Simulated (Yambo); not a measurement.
```xyz
6
Lattice="4.2218 0.0000 0.0000 0.0000 7.4048 0.0000 -1.5721 0.0000 3.9309" Properties=species:S:1:pos:R:3 pbc="T T T"
S      2.6237     1.8512     1.1194
S      0.0260     5.5536     2.8115
Ag    -0.9278     1.8512     3.5220
Ag     3.5774     5.5536     0.4089
Ag     1.3248     0.0000     1.9654
Ag     1.3248     3.7024     1.9654
```

Workflow: PBEsol (Quantum ESPRESSO, PseudoDojo norm-conserving, 82 Ry, without SOC), then G0W0 in Yambo (4×2×4 Γ-centred k mesh, bands 17 to 155 and a 6 Ry block in the screening, 155 bands in G with the Bruneval-Gonze terminator, plasmon pole fitted at 27.2 eV).

**Question.** Give the PBEsol and G0W0 gaps between the band edges found on this mesh, and say where the edges lie.

**Answer.** Edges: (0, 0, -0.5) → Γ. PBEsol: 1.10 eV; G0W0: 1.90 eV. Nearest settings tried, and what they do to the gap: 77 bands in W, 77 bands in G: +257 meV; 2×1×2 mesh: -178 meV. Not varied: block. So the settings aren't converged at that level. Spin-orbit splittings are left out.

Geometry of the Materials Project entry, not relaxed at this level.

The structure is a Materials Project entry; no match was found in the copy of COD used, and its stability was not checked.
